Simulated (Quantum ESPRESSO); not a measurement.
```
CELL_PARAMETERS angstrom
      4.37783     0.00000     0.00000
      0.00000     4.37783     0.00000
      0.00000     0.00000     4.76737
ATOMIC_POSITIONS crystal
  C  0.50000 0.50000 0.50000
  C  0.00000 0.00000 0.00000
  O  0.31157 0.68843 0.50000
  O  0.68843 0.31157 0.50000
  O  0.81157 0.81157 0.00000
  O  0.18843 0.18843 0.00000
```

Cell and atoms were relaxed with PBE+D3(BJ) from Materials Project entry mp-644607, within its symmetry.

**Question.** What does PBEsol (pw.x of Quantum ESPRESSO, ONCV potentials, without SOC) give for the electronic structure near the Fermi level?

**Answer.** The PBEsol gap is indirect, 6.57 eV, from A to Γ; the smallest direct gap is 6.94 eV. 

The structure is a Materials Project entry; no match was found in the copy of COD used, and its stability was not checked.
